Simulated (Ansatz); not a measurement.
Cd (hcp, Mg type)

Space group P6₃/mmc (No. 194); a = b = 2.9620 Å, c = 5.7980 Å, α = β = 90.00°, γ = 120.00°

```
atom  site  symmetry       x       y       z
----  ----  --------  ------  ------  ------
Cd      2d      -6m2  0.6667  0.3333  0.2500
```

Grid over V/V₀ and (c/a)/(c/a)₀, subscript 0 meaning the relaxed cell; the conventional c axis lies along z; no internal relaxation.

Computed with r2SCAN (plane waves to 500 eV, PAW, scalar-relativistic; Ansatz, a program for electronic structure). k mesh 18×18×8 (Γ-centred), Fermi-Dirac smearing 0.05 eV. E stands for the smeared free energy. With partly filled bands, the response to shear is sensitive to the k mesh, so small differences along c/a are uncertain. Cd was relaxed with its symmetry unable to fall. The zero of ΔE is the relaxed starting cell.

| ΔE (meV/atom) | V/V₀ = 0.960 | V/V₀ = 0.973 | V/V₀ = 0.987 | V/V₀ = 1.000 | V/V₀ = 1.013 | V/V₀ = 1.027 | V/V₀ = 1.040 |
|---|---|---|---|---|---|---|---|
| (c/a)/(c/a)₀ = 0.920 | 11 | 9 | 9 | 11 | 13 | 17 | 21 |
| (c/a)/(c/a)₀ = 0.947 | 8 | 6 | 5 | 6 | 8 | 11 | 16 |
| (c/a)/(c/a)₀ = 0.973 | 6 | 3 | 2 | 2 | 4 | 6 | 10 |
| (c/a)/(c/a)₀ = 1.000 | 7 | 3 | 1 | 0 | 1 | 3 | 6 |
| (c/a)/(c/a)₀ = 1.027 | 13 | 8 | 4 | 2 | 2 | 3 | 5 |
| (c/a)/(c/a)₀ = 1.053 | 23 | 16 | 11 | 8 | 6 | 6 | 7 |
| (c/a)/(c/a)₀ = 1.080 | ? | 28 | 22 | 17 | 13 | 12 | 11 |

What belongs in the gaps?


- (c/a)/(c/a)₀ = 1.080, V/V₀ = 0.960: 37

(Under strain, the slope of the energy per volume gives the stress and its curvature an elastic modulus.)
